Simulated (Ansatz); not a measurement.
This In₃Se structure is the end of a relaxation. The cell was found from a structure generator's guess, not taken from experiment.

Computed with Ansatz 0.2.0, DFT PBE, scalar-relativistic, plane waves, PAW. Cutoff 420 eV, Γ-centred mesh, Gaussian smearing, no spin polarisation.

```cif
data_structure
_symmetry_space_group_name_H-M 'P 1'
_symmetry_Int_Tables_number 1
_cell_length_a 4.8888
_cell_length_b 4.8888
_cell_length_c 4.6602
_cell_angle_alpha 90.000
_cell_angle_beta 90.000
_cell_angle_gamma 90.000
_cell_volume 111.38
loop_
_atom_site_label
_atom_site_type_symbol
_atom_site_fract_x
_atom_site_fract_y
_atom_site_fract_z
_atom_site_occupancy
In1 In 0.50000 0.00000 0.64809 1
In2 In 0.00000 0.50000 0.64809 1
In3 In 0.00000 0.00000 0.12973 1
Se1 Se 0.50000 0.50000 0.23993 1
```

The zero of energy is the elements' standard structures at the same level; no fitted shifts are applied.

Task: Find its symmetry and describe it.

Result: P4mm (No. 99), with In and Se ordered on fcc sites. Conventional cell: a = 4.889 Å, c = 4.660 Å. In on a site of symmetry 2mm has 2 Se at 3.10 Å, 8 In at 3.32–3.46 Å and 2 Se at 3.69 Å; In on a site of symmetry 4mm is surrounded by 8 In at 3.32–3.44 Å and 4 Se at 3.49 Å; Se has 4 In at 3.10 Å, 4 In at 3.49 Å and 4 In at 3.69 Å.

Task: How far does it lie from the elements in energy?

Result: −0.13 eV/atom.

Task: Is it a metal?

Result: Yes, bands cross the Fermi level on the 10×10×10 mesh.

The last run used a 10×10×10 mesh for its 4-atom cell and Gaussian smearing of 0.10 eV. An odd number of electrons in the primitive cell allows no gap without spin; a larger cell or a magnetic state could open one. The reference form of Se is held partly by dispersion forces, which this level lacks. Symmetry constrained the relaxation, so the result can be a saddle point. Another cell of In3Se relaxed alike, in P-3m1, lies 44 meV/atom lower, so this cell isn't the stable form at this level.
